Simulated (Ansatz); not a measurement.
Cell and atoms are relaxed with the symmetry kept. Start:

```yaml
crystal:
  lattice:
    - [-1.72654, 1.77555, 2.33834]
    - [1.72654, -1.77555, 2.33834]
    - [1.72654, 1.77555, -2.33834]
  atoms:
    - { symbol: Sn, position: [0.00000, 0.00000, 0.00000] }
```

Level of theory: Ansatz 0.2.0, DFT r2SCAN, scalar-relativistic, plane waves, PAW.

Settings: cutoff 500 eV, Γ-centred mesh 16×16×16 on the computed 1-atom cell, Gaussian smearing of 0.10 eV; no spin polarisation.

Problem. What does it relax to?

Solution. The volume drops by 1.46 Å³/atom to 27.21 Å³/atom, and the energy falls by 14.4 meV/atom. Final structure:
```cif
data_structure
_symmetry_space_group_name_H-M 'I4/mmm'
_symmetry_Int_Tables_number 139
_cell_length_a 3.5346
_cell_length_b 3.5346
_cell_length_c 4.3564
_cell_angle_alpha 90.000
_cell_angle_beta 90.000
_cell_angle_gamma 90.000
_cell_volume 54.43
loop_
_atom_site_label
_atom_site_type_symbol
_atom_site_symmetry_multiplicity
_atom_site_Wyckoff_symbol
_atom_site_fract_x
_atom_site_fract_y
_atom_site_fract_z
_atom_site_occupancy
Sn1 Sn 2 a 0.00000 0.00000 0.00000 1
```

Course of the relaxation (steps run on the plane waves of an earlier cell, and the basis is chosen afresh near the end, so energy and pressure can step there; trial steps that raised the energy were taken back; energies are free energies):

| step | E − E_final (meV/atom) | P (GPa) | V (Å³/atom) |
| --- | --- | --- | --- |
| 1 | 14.4 | -2.22 | 28.67 |
| 2 | 3.7 | 0.01 | 27.27 |
| 3 | 3.1 | 0.07 | 27.23 |
| 4 | 1.7 | 0.39 | 27.04 |
| 5 | 0.0 | -0.09 | 27.27 |
| 6 | 0.0 | -0.01 | 27.21 |
| 7 | 0.0 | -0.01 | 27.21 |